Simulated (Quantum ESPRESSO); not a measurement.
# In2AlGaP4: convergence and cost over cutoff and k mesh

Simulated, not a measurement. The program is pw.x of Quantum ESPRESSO 7.5 (plane-wave density functional theory). The cell is made up: 8 atoms on a zincblende/diamond lattice, with randomly drawn elements, strain and displacements, not relaxed. PseudoDojo standard norm-conserving files (v0.5 for PBE, v0.4.1 for LDA and PBEsol) set the functional; there is no spin polarisation, spin-orbit coupling or dispersion term, and the masses in the input are unused placeholders.

Input of the run in row 4:

```
&control calculation='scf', pseudo_dir='./dojo.nc.sr.pbe.v0_5.standard.upf', outdir='./o', disk_io='medium', tprnfor=.true., tstress=.true. /
&system ibrav=0, nat=8, ntyp=4, nbnd=37, ecutwfc=79.96652505, nosym=.true., tot_charge=0,
 occupations='smearing', smearing='fd', degauss=0.0018374661
/
&electrons conv_thr=7.350e-09, electron_maxstep=60, /
ATOMIC_SPECIES
Al 1.0 Al.upf
Ga 1.0 Ga.upf
In 1.0 In.upf
P 1.0 P.upf
CELL_PARAMETERS angstrom
5.8266 0.0 0.0
0.0 5.8266 0.0
0.0 0.0 5.8266
ATOMIC_POSITIONS angstrom
In -0.0065 -0.0308 -0.0399
Al -0.0357 2.8914 2.8587
Ga 2.9083 0.0529 3.0099
In 2.9575 2.9694 -0.052
P 1.4114 1.3402 1.4923
P 1.4414 4.4045 4.4976
P 4.4713 1.4562 4.2565
P 4.2443 4.3336 1.4823
K_POINTS automatic
4 4 4 1 1 1
```

The same cell was run at these settings. Meshes are shifted by half a step, and differences are from the last row, which is itself not exact.

```
cutoff (eV)     k mesh  k points solved  threshold (eV)  free energy less the last row's (eV)  pressure (GPa)  largest stress difference (GPa)  largest force difference (eV/Å)  iterations  wall time (s)  k-point pools              processor
        762  2 x 2 x 2                4           1e-04                                 2.251          -15.25                            13.62                            0.026           7             34              1  AMD EPYC, Zen 5 class
       1088  2 x 2 x 2                4           1e-07                                 0.390           -1.44                             0.20                            0.026          11            141              1  AMD EPYC, Zen 5 class
        760  4 x 4 x 4               32           1e-07                                 1.939          -15.88                            14.24                            0.002          11            322              1  AMD EPYC, Zen 5 class
       1088  4 x 4 x 4               32           1e-07                                 0.007           -1.64                             0.01                            0.001          11            628              1  AMD EPYC, Zen 5 class
       1377  6 x 6 x 6              108           1e-07                                 0.000           -1.64                             0.00                            0.000          11           2445              1  AMD EPYC, Zen 5 class
```

Each pool is one process. Wall times include start-up and a band step at six k points, which weighs most on the coarsest meshes. The runs were on shared virtual cores whose load varied, so times are rough.